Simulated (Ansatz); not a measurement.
Relaxed-ion elastic tensor of WO₃ (ReO3 type, Pm-3m) in GPa (Voigt order), LDA (plane waves, PAW; program Ansatz); density 7.15 g/cm³, 13.47 Å³ per atom.

```tsv
	1	2	3	4	5	6
1	683	49.2	49.2	0.0	0.0	0.0
2	49.2	683	49.2	0.0	0.0	0.0
3	49.2	49.2	683	0.0	0.0	0.0
4	0.0	0.0	0.0	70.2	0.0	0.0
5	0.0	0.0	0.0	0.0	70.2	0.0
6	0.0	0.0	0.0	0.0	0.0	70.2
```

**Question.** Is the crystal mechanically stable?

**Answer.** Yes: the smallest eigenvalue of C is 70.2 GPa.

**Question.** Work out the Voigt, Reuss and Hill averages.

**Answer.** K_V = 261, K_R = 261, K_H = 261; G_V = 169, G_R = 102, G_H = 135 GPa.

**Question.** Give Young's modulus, Poisson's ratio, Pugh's ratio and the universal anisotropy index.

**Answer.** E = 9KG/(3K + G) = 346 GPa; ν = 0.28; K/G = 1.92 (ductile by the Pugh limit of 1.75); A_U = 5G_V/G_R + K_V/K_R − 6 = 3.29.

**Question.** Estimate the sound speeds and the Debye temperature.

**Answer.** v_l = √((K + 4G/3)/ρ) = 7860 m/s, v_t = √(G/ρ) = 4350 m/s, mean 4850 m/s; Θ = (h/k)(3n/4πV)^(1/3) v_m = 607 K.

**Question.** Give the Zener ratio and Young's modulus along [100], [110] and [111].

**Answer.** A = 2C44/(C11 − C12) = 0.22; 1/E = S11 − 2(S11 − S12 − S44/2)Γ with Γ = 0, 1/4, 1/3 gives 677, 235, 193 GPa.

**Question.** Solve the Christoffel equation for the three sound speeds along [100], [110], [111].

**Answer.** Eigenvalues of C_ijkl n_j n_l equal ρv². In km/s, slowest first: [100] 3.13, 3.13, 9.78; [110] 3.13, 6.66, 7.81; [111] 5.73, 5.73, 7.04.

The workflow started from a Materials Project entry (that database holds measured and hypothetical structures alike); the Crystallography Open Database copy checked does not list it. COD files the formula under space group No. 2, 14, 62, 129, 130, 191. Its standing as an ambient phase is unchecked. Symmetry was held in the LDA relaxation. At this level the phase is dynamically unstable (imaginary phonons). No spin polarisation was allowed. No Hubbard U is applied. Spin–orbit coupling is left out wherever it is not named.

Potentials: the earlier of the program's two PAW sets. The files were generated under PBE; for other functionals the program regenerates the frozen cores, and for LDA and PBEsol the local potential too.
